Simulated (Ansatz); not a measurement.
Here is the system:

AgI:
```xyz
2
Lattice="0.0000 3.1740 3.1740 3.1740 0.0000 3.1740 3.1740 3.1740 0.0000" Properties=species:S:1:pos:R:3 pbc="T T T"
Ag     0.0000     0.0000     0.0000
I      1.5870     1.5870     1.5870
```

This is the LDA-relaxed structure.

Question: All from LDA in the plane-wave PAW code Ansatz, unless another level is named. Predict the Debye temperature from the elastic constants.

Answer: 115 K.

Question: Next, the vibrational entropy at 300 K?

Answer: 52.3 J/(K·mol of atoms).

Question: Predict the elastic constants (relaxed ions, GPa).

Answer: C11 = 46.4, C12 = 38.9, C44 = 10.8.

Space group F-43m (zinc blende). The cell was relaxed with LDA under the symmetry of its start; phonons on a q-mesh show no instability. The run is not spin-polarised. Spin–orbit coupling is left out wherever it is not named.

Potentials: the later of the program's two PAW sets.
